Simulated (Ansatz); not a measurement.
Ansatz (a program for electronic structure) input:

Ansatz 0.2 input:
```yaml
crystal:
  lattice:
    - [2.8343434229, 0.0, 0.0]
    - [-1.4171717115, 2.4546134073, 0.0]
    - [0.0, 0.0, 5.2861088366]
  atoms:
    - { symbol: Ni, position: [0.0, 0.0, 0.0] }
    - { symbol: Si, position: [0.3333333333, 0.6666666667, 0.3168000678] }
    - { symbol: Si, position: [0.6666666667, 0.3333333333, 0.6831999322] }
kpoints:
  mp_grid: { grid: [16, 16, 8] }
hamiltonian:
  xc: r2scan
  dispersion: d4
  pseudopotentials: { azcp: { folder: ./paw }, kind: paw }
scf:
  occupations: { method: gaussian, width: 0.05 }
checkpoint: { read: metal.run }
output: { write_density: true, elf: true, volumetric_format: npy }
basis: { fft_grid_basis: typed }
```

Output (shortened):

```
Pseudopotential: Ni, paw, valence charge 18
Pseudopotential: Si, paw, valence charge 4
Functional definition: r2SCAN
Crystal: 3 atoms, lattice volume = 36.777 Å³
Basis set: ecut = 500 eV, 931 PW (Γ), exchange–correlation on 96×96×160 points (64 copies of the dense FFT grid, shifted against one another)
Bands: 21, of which v1, the nominal top of the filled ones, is band 13 counted from 1 (12 counted from 0)
Symmetry: 12 space group operations
Space group: P-3m1 (ITA 164), of the structure as read, at distance tolerance 3.3e-5 Å
k-points: 213 of 2048
Stability of the state it starts from, as read at its close in the unpolarized treatment …
iter 1 solved again at ethr=3.80e-7 eV; its pass at ethr=3.10e-3 eV (dr2=9.88e-5 eV) is discarded
SCF iter   1: F=—  HF=-7124.031806 eV  |F-HF|=—  |Δ(HF+E_count)|=         —  Δρ=1.00e-6  dr2=2.14e-10  dr2_τ=2.25e-12  ethr=3.80e-7  ⟨swp⟩=2.8  Hψ=34787  notcnv=0
preconditioner: auto → Kerker (q_TF=auto, 2.575 Å⁻¹)
SCF iter   2: F=-7124.031806 eV  HF=-7124.031806 eV  |F-HF|=7.57e-10  |Δ(HF+E_count)|=   5.63e-8  Δρ=1.78e-6  dr2=7.63e-10  dr2_τ=3.37e-12  ethr=1.00e-12  ⟨swp⟩=6.2  Hψ=19467  notcnv=0
SCF 1 converged in 2 iterations: F = -7124.031806 eV  dr2 = 7.63e-10
SCF converged after 2 iterations
Free energy (F): -7124.031806 eV
Harris-Foulkes:  -7124.031806 eV  (|F-HF|=7.57e-10)
Internal energy: -7124.030812 eV  (E = F + TS)
E sigma→0 (E₀):  -7124.031309 eV
Entropy (-TS):   -0.000995 eV (-0.332 meV/atom)
Fermi energy:    14.065103 eV
--- Per-component energies (eV) ---
  E_band       = -332.970260
  E_kinetic    = 429.656138
  E_local      = -4576.509398  (includes V_loc(G=0)·N_el)
  E_nonlocal   = -71.954745
  E_hartree    = 2387.043570
  E_xc         = -217.735233
  E_vxc        = -268.419440  (∫ρ·V_xc dr)
  E_paw        = -2707.184772  (= ΣΔE_a)
  E_vpaw       = -635.494835  (= ΣTr[D̂ρ^β])
  E_aug_tail   = 0.000519  (compensation charges beyond the density's cutoff)
  E_vtau       = 15.661682  (kinetic-family band-sum trace: ∫τ·v_τ [+ j·A + Jᵃ·Aᵃ] dr)
  E_ewald      = -2366.381627
  E_disp       = -0.512330  (pairwise vdW)
  E_core_change = -0.452934  (= ΣΔE_core)
  E_smearing   = -0.000995  (= −TS)
  E_closure    =  0.000000  (closes the sum)
  Σ components = -7124.031806   (vs F -7124.031806, Δ=0.00e0)
  [band-id]    e_kinetic+e_local+e_nonlocal+2·e_hartree+e_vxc+e_vpaw+e_augmentation_tail+e_vtau = -332.972939   (vs E_band -332.970260, Δ=-2.68e-3)
--- Band table (eV; the first three rows and the last of 213) ---
  k-point 0: bands = ["-93.4333", "-52.5453", "-52.2300", "-52.2300", "-1.1332", "4.0773", "5.7504", "10.8813", "11.2432", "11.2432", "11.6678", "11.6678", "19.8521", "21.4778", "21.4778", "22.4372", "22.4372", "23.1849", "25.8257", "25.8257", "26.2674"]
  k-point 1: bands = ["-93.4333", "-52.5453", "-52.2300", "-52.2300", "-1.0669", "3.4857", "6.4660", "10.8646", "11.2436", "11.2436", "11.6663", "11.6663", "18.9174", "21.4446", "21.4446", "22.5531", "22.5531", "24.0202", "25.8181", "25.8181", "26.3367"]
  k-point 2: bands = ["-93.4333", "-52.5453", "-52.2300", "-52.2300", "-0.8828", "2.6078", "7.7016", "10.7986", "11.2444", "11.2444", "11.6625", "11.6625", "17.3256", "21.3769", "21.3769", "22.8605", "22.8605", "25.2212", "25.7990", "25.7990", "26.5108"]
  k-point 212: bands = ["-93.4292", "-52.5392", "-52.2618", "-52.2568", "6.2354", "7.2928", "8.3492", "8.6150", "9.0030", "9.5427", "11.1506", "11.4350", "12.9780", "13.4846", "13.5133", "19.1007", "19.7675", "20.6255", "21.7340", "22.6724", "24.2075"]
```

Cost: very roughly 9 core-seconds on shared cores.

The start of the workflow was typed in or built on a structure type; neither database checked (COD, Materials Project) lists it. It is not the phase usual at ambient conditions (space group No. 225). The r²SCAN+D4 relaxation kept the symmetry of its start; whether a distortion lowers the energy is not shown. The run is not spin-polarised. The volume moved by -28 % from the start of the relaxation.

Potentials: the earlier of the program's two PAW sets.

Ansatz is a plane-wave DFT program.
